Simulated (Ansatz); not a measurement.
Input file for Ansatz (a quantum-chemistry and plane-wave program):

Ansatz 0.2 input:
```yaml
crystal:
  lattice:
    - [5.6799538591, 0.0, 0.0]
    - [0.0, 5.6799538591, 0.0]
    - [0.0, 0.0, 5.6799538591]
  atoms:
    - { symbol: Na, position: [0.5, 0.5, 0.5] }
    - { symbol: Na, position: [0.0, 0.0, 0.0] }
    - { symbol: Pt, position: [0.75, 0.0, 0.5] }
    - { symbol: Pt, position: [0.25, 0.0, 0.5] }
    - { symbol: Pt, position: [0.5, 0.25, 0.0] }
    - { symbol: Pt, position: [0.5, 0.75, 0.0] }
    - { symbol: Pt, position: [0.0, 0.5, 0.25] }
    - { symbol: Pt, position: [0.0, 0.5, 0.75] }
    - { symbol: O, position: [0.75, 0.25, 0.25] }
    - { symbol: O, position: [0.25, 0.75, 0.75] }
    - { symbol: O, position: [0.25, 0.25, 0.75] }
    - { symbol: O, position: [0.75, 0.75, 0.25] }
    - { symbol: O, position: [0.25, 0.75, 0.25] }
    - { symbol: O, position: [0.75, 0.25, 0.75] }
    - { symbol: O, position: [0.75, 0.75, 0.75] }
    - { symbol: O, position: [0.25, 0.25, 0.25] }
kpoints:
  mp_grid: { grid: [6, 6, 6] }
  band_path:
    path:
      - [[0.0, 0.0, 0.0], [0.0, 0.5, 0.0], [0.5, 0.5, 0.0], [0.0, 0.0, 0.0], [0.5, 0.5, 0.5], [0.0, 0.5, 0.0]]  # Γ-X-M-Γ-R-X
      - [[0.5, 0.5, 0.5], [0.5, 0.5, 0.0]]  # R-M
    npoints: 12
basis: { ecutwfc: 600, xc_grid: 2 }
hamiltonian:
  xc: pbesol
  pseudopotentials: { azcp: { folder: ./paw }, kind: paw_fr }
magnetization: { noncollinear: true, spin_orbit: true }
scf:
  n_extra_bands: 32
  convergence: { dr2_threshold: 0.0000000001 }
  occupations: { method: gaussian, width: 0.05 }
output: { eigenvalues: true }
```

Output (shortened):

```
Pseudopotential: Na, paw, valence charge 9
Pseudopotential: Pt, paw, valence charge 18
Pseudopotential: O, paw, valence charge 6
Functional definition: PBEsol
non-collinear run that drives no moment, with spin-orbit …
Crystal: 16 atoms, lattice volume = 183.246 Å³
Basis set: ecut = 600 eV, 6043 PW (Γ), exchange–correlation on 96×96×96 points (8 copies of the dense FFT grid, shifted against one another)
Bands: 206, of which v1, the nominal top of the filled ones, is band 174 counted from 1 (173 counted from 0)
Symmetry: 48 space group operations + 48 with time reversal
k-points: 20 of 216
Projection manifold: j_resolved (fully-relativistic pseudo-atomic orbitals)
SCF iter   1: F=—  HF=-81951.176265 eV  |F-HF|=—  |Δ(HF+E_count)|=         —  Δρ=9.96e-2  dr2=9.71e0  dr2_m=0.00e0 (ungated)  ethr=3.10e-3  |M|=0.00e0 ∫|m|=0.00e0 μB  |m|>n=0.0e0 m-floor=0.0e0 τ_xc=0.0e0  β_m=0.30  ⟨swp⟩=5.3  Hψ=8452  notcnv=0  defer=176
preconditioner: auto → Kerker (q_TF=auto, 2.705 Å⁻¹)
spin=Noncollinear: Kerker preconditioning applied to the charge; magnetization (m_x, m_y, m_z) channels mix plain (no charge-response kernel on spin).
SCF iter   2: F=—  HF=-81949.544838 eV  |F-HF|=—  |Δ(HF+E_count)|=    1.63e0  Δρ=7.07e-2  dr2=5.33e0  dr2_m=0.00e0 (ungated)  ethr=3.10e-3  |M|=0.00e0 ∫|m|=0.00e0 μB  |m|>n=0.0e0 m-floor=0.0e0 τ_xc=0.0e0  β_m=0.65  ⟨swp⟩=2.0  Hψ=2448  notcnv=0  defer=478
SCF iter   3: F=—  HF=-81947.648735 eV  |F-HF|=—  |Δ(HF+E_count)|=    1.90e0  Δρ=1.05e-2  dr2=4.33e-1  dr2_m=0.00e0 (ungated)  ethr=3.06e-3  |M|=0.00e0 ∫|m|=0.00e0 μB  |m|>n=0.0e0 m-floor=0.0e0 τ_xc=0.0e0  β_m=0.82  ⟨swp⟩=2.1  Hψ=3383  notcnv=0  defer=478
SCF iter   4: F=—  HF=-81947.454665 eV  |F-HF|=—  |Δ(HF+E_count)|=   1.94e-1  Δρ=5.37e-3  dr2=1.02e-1  dr2_m=0.00e0 (ungated)  ethr=2.49e-4  |M|=0.00e0 ∫|m|=0.00e0 μB  |m|>n=0.0e0 m-floor=0.0e0 τ_xc=0.0e0  β_m=0.91  ⟨swp⟩=3.0  Hψ=3574  notcnv=0  defer=500
SCF iter   5: F=—  HF=-81947.418254 eV  |F-HF|=—  |Δ(HF+E_count)|=   3.64e-2  Δρ=4.04e-3  dr2=3.14e-2  dr2_m=0.00e0 (ungated)  ethr=5.84e-5  |M|=0.00e0 ∫|m|=0.00e0 μB  |m|>n=0.0e0 m-floor=0.0e0 τ_xc=0.0e0  β_m=0.83  ⟨swp⟩=2.0  Hψ=2980  notcnv=0  defer=500
SCF iter   6: F=—  HF=-81947.411239 eV  |F-HF|=—  |Δ(HF+E_count)|=   7.02e-3  Δρ=1.18e-3  dr2=2.64e-3  dr2_m=0.00e0 (ungated)  ethr=1.80e-5  |M|=0.00e0 ∫|m|=0.00e0 μB  |m|>n=0.0e0 m-floor=0.0e0 τ_xc=0.0e0  β_m=0.87  ⟨swp⟩=2.0  Hψ=2970  notcnv=0  defer=500
SCF iter   7: F=—  HF=-81947.411381 eV  |F-HF|=—  |Δ(HF+E_count)|=   1.42e-4  Δρ=3.48e-4  dr2=2.89e-4  dr2_m=0.00e0 (ungated)  ethr=1.52e-6  |M|=0.00e0 ∫|m|=0.00e0 μB  |m|>n=0.0e0 m-floor=0.0e0 τ_xc=0.0e0  β_m=0.94  ⟨swp⟩=2.0  Hψ=3029  notcnv=0  defer=500
SCF iter   8: F=—  HF=-81947.411388 eV  |F-HF|=—  |Δ(HF+E_count)|=   7.37e-6  Δρ=9.23e-5  dr2=1.22e-5  dr2_m=0.00e0 (ungated)  ethr=1.66e-7  |M|=0.00e0 ∫|m|=0.00e0 μB  |m|>n=0.0e0 m-floor=0.0e0 τ_xc=0.0e0  β_m=0.97  ⟨swp⟩=2.0  Hψ=3309  notcnv=0  defer=500
SCF iter  12: F=-81947.411230 eV  HF=-81947.411230 eV  |F-HF|=4.37e-11  |Δ(HF+E_count)|=  1.75e-10  Δρ=2.64e-7  dr2=8.76e-11  dr2_m=0.00e0 (ungated)  ethr=1.00e-12  |M|=0.00e0 ∫|m|=0.00e0 μB  |m|>n=0.0e0 m-floor=0.0e0 τ_xc=0.0e0  ⟨swp⟩=9.2  Hψ=8698  notcnv=0
SCF 1 converged in 12 iterations: F = -81947.411230 eV  dr2 = 8.76e-11
NSCF: frozen V_eff on 74 k-points
SCF converged after 12 iterations
Magnetization: |M| = 0.0000 μB,  M = (+0.0000, +0.0000, +0.0000) μB
Absolute magnetization: 0.0000 μB (∫|m|)
  site 0: m = (+0.0000, +0.0000, +0.0000) μB, |m| = 0.0000 μB  (R = 1.01 Å)
  site 1: m = (+0.0000, +0.0000, +0.0000) μB, |m| = 0.0000 μB  (R = 1.01 Å)
  site 2: m = (+0.0000, +0.0000, +0.0000) μB, |m| = 0.0000 μB  (R = 0.83 Å)
  site 3: m = (+0.0000, +0.0000, +0.0000) μB, |m| = 0.0000 μB  (R = 0.83 Å)
  site 4: m = (+0.0000, +0.0000, +0.0000) μB, |m| = 0.0000 μB  (R = 0.83 Å)
  site 5: m = (+0.0000, +0.0000, +0.0000) μB, |m| = 0.0000 μB  (R = 0.83 Å)
  site 6: m = (+0.0000, +0.0000, +0.0000) μB, |m| = 0.0000 μB  (R = 0.83 Å)
  site 7: m = (+0.0000, +0.0000, +0.0000) μB, |m| = 0.0000 μB  (R = 0.83 Å)
  site 8: m = (+0.0000, +0.0000, +0.0000) μB, |m| = 0.0000 μB  (R = 0.83 Å)
  site 9: m = (+0.0000, +0.0000, +0.0000) μB, |m| = 0.0000 μB  (R = 0.83 Å)
  site 10: m = (+0.0000, +0.0000, +0.0000) μB, |m| = 0.0000 μB  (R = 0.83 Å)
  site 11: m = (+0.0000, +0.0000, +0.0000) μB, |m| = 0.0000 μB  (R = 0.83 Å)
  site 12: m = (+0.0000, +0.0000, +0.0000) μB, |m| = 0.0000 μB  (R = 0.83 Å)
  site 13: m = (+0.0000, +0.0000, +0.0000) μB, |m| = 0.0000 μB  (R = 0.83 Å)
  site 14: m = (+0.0000, +0.0000, +0.0000) μB, |m| = 0.0000 μB  (R = 0.83 Å)
  site 15: m = (+0.0000, +0.0000, +0.0000) μB, |m| = 0.0000 μB  (R = 0.83 Å)
Free energy (F): -81947.411230 eV
Harris-Foulkes:  -81947.411230 eV  (|F-HF|=4.37e-11)
Internal energy: -81947.401208 eV  (E = F + TS)
E sigma→0 (E₀):  -81947.406219 eV
Entropy (-TS):   -0.010022 eV (-0.626 meV/atom)
Fermi energy:    14.849007 eV
--- Per-component energies (eV) ---
  E_band       = -1754.205721
  E_kinetic    = 5055.131188
  E_local      = -15460.274055  (includes V_loc(G=0)·N_el)
  E_nonlocal   = 2279.993388
  E_hartree    = 5622.125468
  E_xc         = -1986.067439
  E_vxc        = -2396.838327  (∫ρ·V_xc dr)
  E_paw        = -58085.613918  (= ΣΔE_a)
  E_vpaw       = -2476.471377  (= ΣTr[D̂ρ^β])
  E_aug_tail   = 0.002197  (compensation charges beyond the density's cutoff)
  E_ewald      = -19374.842503
  E_core_change = 2.144467  (= ΣΔE_core)
  E_smearing   = -0.010022  (= −TS)
  E_closure    = 0.000000  (closes the sum)
  Σ components = -81947.411230   (vs F -81947.411230, Δ=0.00e0)
  [band-id]    e_kinetic+e_local+e_nonlocal+2·e_hartree+e_vxc+e_vpaw+e_augmentation_tail = -1754.206052   (vs E_band -1754.205721, Δ=-3.30e-4)
--- Band table (eV; the first three rows and the last of 20) ---
  k-point 0: bands = ["-84.1352", "-84.1352", "-84.1342", "-84.1342", "-84.1342", "-84.1342", "-84.1271", "-84.1271", "-84.1271", "-84.1271", "-84.1271", "-84.1271", "-49.4358", "-49.4358", "-49.4347", "-49.4347", "-49.4347", "-49.4347", "-49.4145", …
  k-point 1: bands = ["-84.1351", "-84.1351", "-84.1343", "-84.1343", "-84.1338", "-84.1338", "-84.1276", "-84.1276", "-84.1271", "-84.1271", "-84.1271", "-84.1271", "-49.4355", "-49.4355", "-49.4348", "-49.4348", "-49.4335", "-49.4335", "-49.4156", …
  k-point 2: bands = ["-84.1348", "-84.1348", "-84.1344", "-84.1344", "-84.1326", "-84.1326", "-84.1289", "-84.1289", "-84.1271", "-84.1271", "-84.1271", "-84.1271", "-49.4353", "-49.4353", "-49.4349", "-49.4349", "-49.4295", "-49.4295", "-49.4189", …
  k-point 19: bands = ["-84.1308", "-84.1308", "-84.1308", "-84.1308", "-84.1308", "-84.1308", "-84.1308", "-84.1308", "-84.1308", "-84.1308", "-84.1308", "-84.1308", "-49.4243", "-49.4243", "-49.4243", "-49.4243", "-49.4231", "-49.4231", "-49.4231", …
```

Cost: about 40 core-minutes (a rough figure) on shared cores.

Space group Pm-3n. The first step of the workflow began from a Materials Project structure, measured or hypothetical; the Crystallography Open Database files this formula in space group No. 223, but the cells were not matched. Whether it is the stable phase at ambient conditions was not checked. Symmetry was held in the PBEsol relaxation; its stability against distortions is not shown here. No spin polarisation was allowed.

Potentials: the earlier of the program's two PAW sets. The files were generated under PBE; for other functionals the program regenerates the frozen cores, and for LDA and PBEsol the local potential too.

Ansatz is a plane-wave DFT program.
